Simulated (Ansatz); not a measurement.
CaO (Fm-3m): elasticity against pressure

```
Ca O
1.0
     0.00000    2.39744    2.39744
     2.39744    0.00000    2.39744
     2.39744    2.39744    0.00000
Ca O
1 1
Direct
  0.00000 0.00000 0.00000
  0.50000 0.50000 0.50000
```

This is the zero-pressure cell. At each pressure cell and atoms are relaxed in this structure, and the constants are slopes of the stress at strains of ±0.005 with relaxed ions (the coefficients that govern stability under load). Level: r²SCAN, PAW on Ansatz 0.2.0's default frozen-core files (fitted under PBE), scalar-relativistic; k mesh 8×8×8, strains of ±0.005, fixed occupations, cutoff 500 eV. P is the pressure of the relaxed cell, less that of this one.

| P (GPa) | V/V₀ | C11 (GPa) | C12 (GPa) | C44 (GPa) |
| --- | --- | --- | --- | --- |
| 0.00 | 1.0000 | 231.6 | 59.6 | 79.4 |
| 1.00 | 0.9916 | 241.5 | 61.2 | 79.5 |
| 1.99 | 0.9837 | 251.1 | 62.8 | 79.6 |
| 4.01 | 0.9685 | 270.4 | 65.9 | 79.7 |
| 7.02 | 0.9480 | 298.7 | 70.5 | 79.7 |
| 10.00 | ? | ? | ? | ? |
| 15.04 | 0.9022 | 372.0 | 82.3 | 79.0 |

Question: Does the bulk modulus from the constants agree with the pressure-volume curve?

Answer: A third-order Birch-Murnaghan fit to the volumes shown (F against f, f = [(V₀/V)^(2/3) − 1]/2) gives B₀ = 116.9 GPa and B′ = 4.3. Its −V dP/dV stands beside (C11 + 2C12)/3:

```csv
P (GPa),from P(V),from the constants
0.00,116.9,116.9
1.00,121.3,121.3
1.99,125.5,125.6
4.01,134.0,134.1
7.02,146.5,146.6
15.04,178.9,178.9
```

Question: What are the pressure derivatives at zero pressure?

Answer: Slopes at V₀ of quadratic fits in −ln(V/V₀) through the first four rows shown, divided by B₀: dC11/dP = 9.9, dC12/dP = 1.6, dC44/dP = 0.2. The mean slopes up to 2.0 GPa are 9.8, 1.6, 0.1; curvature and scatter of the constants part the two. The combination (dC11/dP + 2 dC12/dP)/3 = 4.4 stands against B′.

Question: Fill the row at 10.00 GPa.

Answer: Cubic fits in −ln(V/V₀) through all rows shown give C11 = 326.3, C12 = 74.9, C44 = 79.6 GPa. Computed: V/V₀ = 0.9296, C11 (GPa) = 326.4, C12 (GPa) = 75.0, C44 (GPa) = 79.6.

Question: Does a shear stiffness soften?

Answer: C44 goes from 79.4 to 79.0 GPa, through a maximum of 79.7 near 7 GPa; (C11 − C12)/2 goes from 86.0 to 144.9 GPa. Neither ends more than 3 % under its start, and the lattice stays mechanically stable over this range.

Keep in mind: no other phase was computed; many crystals of this kind change structure within this range, and rows or crossings beyond such a change describe a metastable lattice; frozen-core PAW files fitted under PBE, their cores solved anew for the functional of the run; phonons weren't checked at these pressures.
